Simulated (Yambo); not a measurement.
Data:

```xyz
10
Lattice="0.0000 4.2335 4.2335 4.2335 0.0000 4.2335 4.2335 4.2335 0.0000" Properties=species:S:1:pos:R:3 pbc="T T T"
Li     4.2335     4.2335     4.2335
F      4.2335     4.2335     2.0482
F      4.2335     4.2335     6.4189
F      2.0482     4.2335     4.2335
F      6.4189     4.2335     4.2335
F      4.2335     2.0482     4.2335
F      4.2335     6.4189     4.2335
Sc     0.0000     0.0000     0.0000
Rb     2.1168     2.1168     2.1168
Rb     6.3503     6.3503     6.3503
```

Workflow: norm-conserving PBEsol (Quantum ESPRESSO, 84 Ry, scalar-relativistic), then G0W0 in Yambo (2×2×2 Γ-centred k mesh, bands 3 to 290 and a 8 Ry block in the screening, 290 bands in G with the Bruneval-Gonze terminator, plasmon pole fitted at 27.2 eV).

Question: Give the PBEsol and G0W0 gaps between the band edges found on this mesh, and say where the edges lie.

Answer: Edges: Γ → Γ. PBEsol: 6.74 eV; G0W0: 11.88 eV. Nearest settings tried, and what they do to the gap: 187 bands in G: -2 meV; 138 bands in W: +83 meV; 7 Ry block (339 vectors against 411): +12 meV. Not varied: mesh. So the settings aren't converged at that level. The k mesh is coarse. 

Geometry of the Materials Project entry, not relaxed at this level.

The structure is a Materials Project entry; no match was found in the copy of COD used, and its stability was not checked.
